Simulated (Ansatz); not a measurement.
A distorted cell of CsPbCl$_{3}$ (cubic perovskite):

```
CELL_PARAMETERS angstrom
      5.73565     0.00000     0.00000
      0.00000     5.73565     0.00000
      0.00000     0.00000     5.73565
ATOMIC_POSITIONS crystal
  Cs 0.00000 0.00000 0.00000
  Pb 0.50000 0.50000 0.57950
  Cl 0.00000 0.50000 0.50000
  Cl 0.50000 0.50000 0.00000
  Cl 0.50000 0.00000 0.50000
```

The numbers are results of PBE (plane waves to 420 eV, PAW, scalar-relativistic; Ansatz, a quantum-chemistry and plane-wave program), not measurements. k mesh 5×5×5 (Γ-centred), Fermi-Dirac smearing 0.05 eV. The energy includes the smearing's −TS. Stress and pressure are positive under compression. CsPbCl3 was relaxed with its symmetry unable to fall. Spin-orbit coupling is left out, though Pb is heavy. The PAW data are Ansatz's earlier set. This is a high-temperature form of CsPbCl3.

Predict the force on every atom, in eV/Å.


```tsv
atom	Fx	Fy	Fz
Cs1	0.000	0.000	0.103
Pb2	0.000	0.000	-2.510
Cl3	0.000	0.000	0.137
Cl4	0.000	0.000	2.133
Cl5	0.000	0.000	0.137
```

What is the stress tensor (GPa)?


```
   0.17     0.00     0.00
   0.00     0.17     0.00
   0.00     0.00     4.23
```
The pressure, a third of the trace, is 1.53 GPa.

In it atom 2 sits (0.000, 0.000, 0.456) Å away from its relaxed site. What is its energy relative to the relaxed cell?

376 meV/cell.

(For displaced atoms, the force is minus the slope of the energy, and its curvature is a force constant, which sets phonon frequencies.)
